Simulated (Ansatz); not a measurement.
Ca3SiO:
```
Ca3SiO
1.0
   -3.29162     4.65449     3.30157
    3.29162    -4.65449     3.30157
    3.29162     4.65449    -3.30157
Ca Si O
6 2 2
Direct
  0.71577   0.46577   0.25000
  0.28423   0.53423   0.75000
  0.76734   0.00000   0.26734
  0.23266   0.00000   0.73266
  0.23266   0.50000   0.23266
  0.76734   0.50000   0.76734
  0.75066   0.00066   0.75000
  0.24934   0.99934   0.25000
  0.00000   0.50000   0.50000
  0.50000   0.50000   0.00000
```

Relaxed with PBEsol. Special points in fractions of this cell's reciprocal vectors: Γ (0.000, 0.000, 0.000); X (0.500, -0.500, 0.500); F0 (0.375, -0.375, 0.625); Σ0 (-0.375, 0.375, 0.375); Λ0 (0.376, 0.376, -0.376); G0 (0.624, -0.376, 0.376); R (0.000, 0.500, 0.000); W (0.250, 0.250, 0.250); S (0.500, 0.000, 0.000); T (0.000, 0.000, 0.500).

Q: List the band energies nearest the Fermi level at these points for plane-wave PAW PBEsol (Ansatz code).

A: In eV from the Fermi level; about four levels below and three above (degenerate sets whole), none deeper than 8.9 eV; points with the same levels are listed once.

```tsv
k	below	above
Γ	-0.02 -0.02 -0.02 0.00	0.02 0.77 0.80
X	-2.13 -0.98 -0.91 -0.89	1.15 1.31 1.67
F0	-2.01 -1.24 -1.02 -0.94	1.41 1.50 1.76
Λ0	-2.00 -1.23 -1.04 -0.94	1.45 1.48 1.69
R	-2.13 -1.03 -0.86 -0.86	1.14 1.36 1.76
W	-1.60 -1.60 -0.94 -0.94	1.64 1.64 1.65 1.65
S	-1.44 -1.43 -1.41 -1.40	1.34 1.36 1.42
T	-1.43 -1.43 -1.42 -1.42	1.39 1.39 1.46 1.46
```

Space group Imma. The workflow started from a Materials Project entry (that database holds measured and hypothetical structures alike); the Crystallography Open Database copy checked does not list it. COD files the formula under space group No. 62. Its standing as an ambient phase is unchecked. Symmetry was held in the PBEsol relaxation; its stability against distortions is not shown here. The Fermi level of a semimetal is unsure by some 0.05 eV on such meshes.

Potentials: the later of the program's two PAW sets.
